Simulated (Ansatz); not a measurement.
Re₂C in space group P6_3/mmc (No. 194; Re on 4f, C on 2c) at seven volumes, LDA (plane waves, PAW; program Ansatz), shape and atoms relaxed at each. One row is withheld.

```
V (Å³/atom)  P (GPa)
-----------  -------
10.219         51.33
10.556         31.35
10.893         14.39
11.230          0.00
11.566             ?
11.903        -22.57
12.240        -31.33
```

Q: Fit the shown pressures and predict the withheld one.

A: Third-order Birch–Murnaghan: P = (3/2)B₀(x^(7/2) − x^(5/2))[1 + (3/4)(B′ − 4)(x − 1)] with x = (V₀/V)^(2/3). Least squares on the six rows gives V₀ = 11.230 Å³/atom, B₀ = 440.8 GPa, B′ = 4.45. At V = 11.566, x = 0.9805 and P = -12.17 GPa. The run itself gave -12.22 GPa.

The first step of the workflow began from a Materials Project structure, measured or hypothetical; the Crystallography Open Database copy checked does not list it. Its standing as an ambient phase is unchecked. The LDA relaxation kept the symmetry of its start; whether a distortion lowers the energy is not shown. The run is not spin-polarised. Spin–orbit coupling is left out wherever it is not named.

Potentials: the later of the program's two PAW sets.
